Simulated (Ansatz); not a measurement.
NiSb (NiAs type, P6_3/mmc) at seven volumes, r²SCAN (plane waves, PAW; program Ansatz), shape and atoms relaxed at each. One row is withheld.

```tsv
V (Å³/atom)	P (GPa)
15.592	14.74
16.106	8.96
16.620	4.11
17.134	0.00
17.648	-3.46
18.162	?
18.676	-8.77
```

Q: Fit the shown pressures and predict the withheld one.

A: P = (3/2)B₀(x^(7/2) − x^(5/2))[1 + (3/4)(B′ − 4)(x − 1)] with x = (V₀/V)^(2/3). Least squares on the six rows gives V₀ = 17.134 Å³/atom, B₀ = 125 GPa, B′ = 4.74. At V = 18.162, x = 0.9619 and P = -6.35 GPa. The run itself gave -6.36 GPa.

The cell was relaxed with r²SCAN under the symmetry of its start. The workflow began spin-polarised and lost its moments. Spin–orbit coupling is left out wherever it is not named.

Potentials: the later of the program's two PAW sets.
